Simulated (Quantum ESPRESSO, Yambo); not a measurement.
# AlAs under isotropic strain

```xyz
2
Lattice="0.0000 2.8375 2.8375 2.8375 0.0000 2.8375 2.8375 2.8375 0.0000" Properties=species:S:1:pos:R:3 pbc="T T T"
Al     0.0000     0.0000     0.0000
As     1.4187     1.4187     1.4187
```

AlAs (zinc blende, space group F-43m, No. 216) under isotropic strain (on all lattice vectors), counted from the cell relaxed with PBEsol, atoms relaxed at each step. PBE (stringent potentials; pw.x of Quantum ESPRESSO, ONCV potentials, without SOC); G0W0 and BSE in Yambo (4×4×4 Γ-centred k mesh, bands 5 to 202 and a 15 Ry block in the screening, 202 bands in G with the Bruneval-Gonze terminator, plasmon pole fitted at 27.2 eV; BSE 10×10×10 mesh, 3 valence and 1 conduction bands, static screening with 29 bands and a 4 Ry block, scissor from each state's G0W0).

| strain (%) | pressure (GPa) | PBE gap (eV) | kind | G0W0 direct gap (eV) | lowest vertical BSE state (eV) | RPA ε∞ along x |
|---|---|---|---|---|---|---|
| -3 | 10.4 | 1.28 | indirect | 3.60 at Γ | not resolved | – |
| -2 | 7.2 | 1.34 | indirect | 3.32 at Γ | not resolved | – |
| -1 | 4.4 | 1.40 | indirect | 3.05 at Γ | not resolved | – |
| -0.5 | 3.2 | 1.43 | indirect | 2.92 at Γ | not resolved | – |
| 0 | 2.0 | 1.45 | indirect | 2.79 at Γ | not resolved | – |
| +0.5 | 0.9 | 1.48 | indirect | 2.66 at Γ | not resolved | – |
| +1 | -0.1 | 1.50 | indirect | 2.53 at Γ | not resolved | – |

Between -0.5 % and +0.5 % the direct gap at Γ has a volume deformation potential dE/dlnV of -7.8 eV in PBE; the block changes size in that range, so no G0W0 slope is given.

GW, BSE and RPA settings are held fixed; their convergence isn't established. The pressure is PBE's, so it isn't zero at the PBEsol cell. Strains are linear. The screening block changes size along the series (307 vectors at -3 %, 307 vectors at -2 %, 307 vectors at -1 %, 331 vectors at -0.5 %, 331 vectors at +0 %, 339 vectors at +0.5 %, 339 vectors at +1 %), which puts steps into the G0W0 values. Spin-orbit splittings are left out.
